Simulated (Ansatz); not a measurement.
## Equation of state of BaHI and its gap

A database entry relaxed whole under r2SCAN (P4/nmm):

```xyz
6
Lattice="4.7420 0.0000 0.0000 0.0000 4.7420 0.0000 0.0000 0.0000 7.8083" Properties=species:S:1:pos:R:3 pbc="T T T"
Ba    0.0000    2.3710    1.3420
Ba    2.3710    0.0000    6.4663
H     0.0000    0.0000    0.0000
H     2.3710    2.3710    0.0000
I     0.0000    2.3710    5.1584
I     2.3710    0.0000    2.6499
```

The cell was scaled uniformly, its shape held, and the atoms relaxed at each volume with plane-wave PAW DFT (Ansatz 0.2.0; r2SCAN, 500 eV, 6×6×4 Γ-centred mesh, fermi-dirac occupations of width 0.020 eV; no spin, no spin-orbit coupling). One row is withheld.

| volume (Å³/atom) | energy over the lowest (meV/atom) | pressure (GPa) | gap over mesh and path (eV) |
| --- | --- | --- | --- |
| 27.508 | 10.3 | 1.99 | 3.002 |
| 28.093 | 4.4 | 1.26 | 3.066 |
| 28.678 | 1.1 | 0.60 | 3.126 |
| 29.264 | 0.0 | 0.01 | 3.186 |
| 29.849 | ? | ? | ? |
| 30.434 | 3.7 | -0.97 | 3.292 |
| 31.019 | 8.0 | -1.38 | 3.339 |

Q: Fit the pressures of the other rows to the third-order Birch-Murnaghan form.

A: With f = [(V₀/V)^(2/3) − 1]/2 and P = 3B₀f(1 + 2f)^(5/2)[1 + 3(B₀′ − 4)f/2], least squares gives V₀ = 29.28 Å³ an atom, B₀ = 27.4 GPa and B₀′ = 4.9; the rows miss the fit by less than 0.01 GPa. The slope of the energies differs from these pressures by less than 0.05 GPa.

Q: How does the gap move with volume?

A: A parabola in ln(V/V₀) through the other rows has the slope dE_g/d ln V = +2.8 eV at V₀, so by B₀ the gap moves by -102 meV a GPa at this fixed shape: it narrows under pressure.

Q: What does the withheld row hold?

A: The fit gives -0.51 GPa at 29.849 Å³; the run gave -0.52 GPa and 0.9 meV an atom. Its gap is 3.237 eV, against 3.240 eV from the parabola.

Caveats: the shape of the cell was held, so B₀ is an upper bound where the axes differ in stiffness; 0 K, fixed nuclei; the symmetry was kept, and this need not be the phase that is stable at 0 K; one mesh for all volumes; r2SCAN gaps lie as a rule under measured ones; the slope of the gap can be off by tens of per cent, more where shallow d levels or spin-orbit coupling act on the edges; the relaxed cell lies far from the entry, by an error of the functional or of the entry; no spin-orbit coupling, which narrows gaps of heavier elements; pressure is positive in compression.
